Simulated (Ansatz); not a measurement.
La2WN4:
```xyz
7
Lattice="-1.9892 1.9892 6.3740 1.9892 -1.9892 6.3740 1.9892 1.9892 -6.3740" Properties=species:S:1:pos:R:3 pbc="T T T"
La     0.0000     0.0000     4.5194
La     0.0000     0.0000     8.2286
W      0.0000     0.0000     0.0000
N      0.0000     0.0000     2.0688
N      0.0000     0.0000    10.6793
N      1.9892     0.0000     0.0000
N      0.0000     1.9892     0.0000
```

Relaxed with r²SCAN. Special points in fractions of this cell's reciprocal vectors: Γ (0.000, 0.000, 0.000); X (0.000, 0.000, 0.500); P (0.250, 0.250, 0.250); N (0.000, 0.500, 0.000); M (0.500, 0.500, -0.500); S (0.274, 0.726, -0.274); S0 (-0.274, 0.274, 0.274); R (-0.049, 0.049, 0.500); G (0.500, 0.500, -0.049).

Problem. List the band energies nearest the Fermi level at these points for r²SCAN (plane waves, PAW; program Ansatz).

Solution. In eV from the Fermi level; about four levels below and three above (degenerate sets whole), none deeper than 8.9 eV; points with the same levels are listed once.

| k | below | above |
|---|---|---|
| Γ | -0.72 -0.17 -0.17 -0.12 | 0.90 0.90 2.34 |
| X | -1.31 -0.83 -0.27 -0.16 | 3.30 3.33 3.55 |
| P | -1.23 -0.50 -0.50 -0.27 | 3.30 3.30 3.57 |
| N | -2.05 -0.97 -0.71 -0.46 | 1.56 2.99 3.32 |
| M | -1.03 -0.71 -0.10 -0.10 | 1.39 1.98 1.98 |
| S | -2.03 -0.95 -0.82 -0.56 | 1.60 3.04 3.23 |
| R | -1.21 -0.94 -0.31 -0.17 | 3.28 3.32 3.50 |

Space group I4/mmm. The start of the workflow was typed in or built on a structure type; neither database checked (COD, Materials Project) lists it. Whether it is the stable phase at ambient conditions was not checked. The r²SCAN relaxation kept the symmetry of its start; its stability against distortions is not shown here. The workflow began spin-polarised and lost its moments. Scalar-relativistic: spin–orbit coupling is off unless named, which matters more the heavier the elements.

Potentials: the later of the program's two PAW sets.
